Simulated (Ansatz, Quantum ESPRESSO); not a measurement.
Given: the input of a run of Ansatz 0.2.0 on CsLiCr2Te2S3. The cell comes from a database or a generator and needn't be the stable form of this composition.

File input.yaml:

```yaml
crystal:
  lattice:
    - [3.42162, -5.18069, 0.00784]
    - [3.42162, 5.18069, 0.00784]
    - [-2.90411, 0.0, 7.43093]
  atoms:
    - { symbol: Cs, position: [0.09374, 0.09374, 0.00853] }
    - { symbol: Li, position: [0.58875, 0.58875, 0.55336] }
    - { symbol: Cr, position: [0.05646, 0.46755, 0.5579], spin: 3.0 }
    - { symbol: Cr, position: [0.46755, 0.05646, 0.5579], spin: 3.0 }
    - { symbol: Te, position: [0.56486, 0.87357, 0.29035] }
    - { symbol: Te, position: [0.87357, 0.56486, 0.29035] }
    - { symbol: S, position: [0.81151, 0.39697, 0.73347] }
    - { symbol: S, position: [0.39697, 0.81151, 0.73347] }
    - { symbol: S, position: [0.21404, 0.21404, 0.48371] }
hamiltonian:
  xc: pbe
  pseudopotentials: { kind: paw }
magnetization:
  spin_polarized: true
kpoints:
  mp_grid: { grid: [5, 5, 4] }
scf:
  occupations: { method: fermi_dirac, width: 0.05 }
output:
  forces: true
  stress: true
  eigenvalues: true
```

Potentials or basis: Ansatz PAW.

The run is started by

```bash
$ ansatz run input.yaml --threads 8 --pin off --max-ram 20480MiB --backend cpu --events-out ev --progress --plain --runs-dir out
```

Question: Translate it to Quantum ESPRESSO 7.5. Potentials or basis there: SSSP 1.3 efficiency PBE, cutoff 748 eV.

Answer: As run (cutoffs and basis follow the program's own potentials, and thresholds, step limits or extra output files can differ):

Contents of pw.in:

```
&CONTROL
  calculation = 'scf'
  prefix = 'pwscf'
  outdir = './tmp'
  pseudo_dir = './pseudo'
  tprnfor = .true.
  tstress = .true.
  disk_io = 'low'
/
&SYSTEM
  ibrav = 0
  celldm(1) = 8
  nat = 9
  ntyp = 5
  ecutwfc = 55
  ecutrho = 440
  nbnd = 49
  occupations = 'smearing'
  smearing = 'fd'
  degauss = 0.00367493
  nspin = 2
  starting_magnetization(1) = 0
  starting_magnetization(2) = 0
  starting_magnetization(3) = 0.2143
  starting_magnetization(4) = 0
  starting_magnetization(5) = 0
/
&ELECTRONS
  conv_thr = 1.8d-09
  electron_maxstep = 120
  mixing_beta = 0.3
/
ATOMIC_SPECIES
Cs   132.9055 Cs_pbe_v1.uspp.F.UPF
Li     6.9400 li_pbe_v1.4.uspp.F.UPF
Cr    51.9961 cr_pbe_v1.5.uspp.F.UPF
Te   127.6000 Te_pbe_v1.uspp.F.UPF
S     32.0600 s_pbe_v1.4.uspp.F.UPF
CELL_PARAMETERS alat
  0.8082405878178  -1.2237606545734   0.0018519316021
  0.8082405878178   1.2237606545734   0.0018519316021
 -0.6859965669734  -0.0000000000000   1.7553028189082
ATOMIC_POSITIONS crystal
Cs     0.0937400000    0.0937400000    0.0085300000
Li     0.5887500000    0.5887500000    0.5533600000
Cr     0.0564600000    0.4675500000    0.5579000000
Cr     0.4675500000    0.0564600000    0.5579000000
Te     0.5648600000    0.8735700000    0.2903500000
Te     0.8735700000    0.5648600000    0.2903500000
S      0.8115100000    0.3969700000    0.7334700000
S      0.3969700000    0.8115100000    0.7334700000
S      0.2140400000    0.2140400000    0.4837100000
K_POINTS automatic
5 5 4 0 0 0
```

Contents of pp_density.in:

```
&INPUTPP
  prefix = 'pwscf'
  outdir = './tmp'
  filplot = 'density.dat'
  plot_num = 0
/
&PLOT
  nfile = 1
  filepp(1) = 'density.dat'
  iflag = 3
  output_format = 6
  fileout = 'density.cube'
/
```

File pp_potential.in:

```
&INPUTPP
  prefix = 'pwscf'
  outdir = './tmp'
  filplot = 'potential.dat'
  plot_num = 11
/
&PLOT
  nfile = 1
  filepp(1) = 'potential.dat'
  iflag = 3
  output_format = 6
  fileout = 'potential.cube'
/
```

Contents of pp_spin.in:

```
&INPUTPP
  prefix = 'pwscf'
  outdir = './tmp'
  filplot = 'spin.dat'
  plot_num = 6
/
&PLOT
  nfile = 1
  filepp(1) = 'spin.dat'
  iflag = 3
  output_format = 6
  fileout = 'spin.cube'
/
```

Potentials or basis: SSSP 1.3 efficiency PBE.

Launch:

```sh
$ OMP_NUM_THREADS=1 mpirun -n 4 pw.x -nk 2 -in pw.in > pw.out
$ OMP_NUM_THREADS=1 mpirun -n 1 pp.x -in pp_density.in > pp_density.out
$ OMP_NUM_THREADS=1 mpirun -n 1 pp.x -in pp_potential.in > pp_potential.out
$ OMP_NUM_THREADS=1 mpirun -n 1 pp.x -in pp_spin.in > pp_spin.out
```

Both were run:

|  | Ansatz | Quantum ESPRESSO |
| --- | --- | --- |
| Pressure | 0.0 GPa | 0.1 GPa |
| Net moment | 4.01 μB per cell | 4.01 μB per cell |
| Absolute moment | 5.76 μB per cell | 5.88 μB per cell |

Ansatz's pressure holds a Pulay term of +0.02 GPa for its cutoff of 420 eV, which the other run lacks.

The potentials hold 90 and 70 valence electrons a cell.

Where Ansatz's input types no cutoff or centring, it takes its own default and a Γ-centred mesh.

The magnetic state is the one that the start led to; the real crystal's order can differ.

Pressure is positive in compression.
